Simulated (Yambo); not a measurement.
PdCdF6 (space group R-3, No. 148); a = 5.6482 Å, b = 5.6482 Å, c = 5.6482 Å, α = 53.19°, β = 53.19°, γ = 53.19°. With the G0W0 scissor the direct gap on the mesh is 4.44 eV. Axes are Cartesian, with cell vectors (Å) (2.53, 1.46, 4.84), (-2.53, 1.46, 4.84), (0.00, -2.92, 4.84).

Can the lowest exciton of this BSE run be trusted, and with what binding energy? (Yambo, PBEsol bands; 4×4×4 mesh, 26 valence and 4 conduction bands, static screening with 79 bands and a 3 Ry block, scissor 2.63 eV, Tamm-Dancoff.)

The two meshes tried agree. These are vertical excitations (zero momentum). The lowest state lies at 1.71 eV (dark for light along x, 2 states within 2 meV), the direct quasiparticle gap on this mesh at 4.44 eV. Its binding energy, counted from that gap, is 2.73 eV; it spreads over about 64 k points of the mesh. On a 2×2×2 mesh the same difference is 2.65 eV. The first optically allowed state is at 3.86 eV. The scissor comes from a G0W0 run whose convergence isn't established. Spin-orbit splittings are left out.

Geometry of the Materials Project entry, not relaxed at this level.
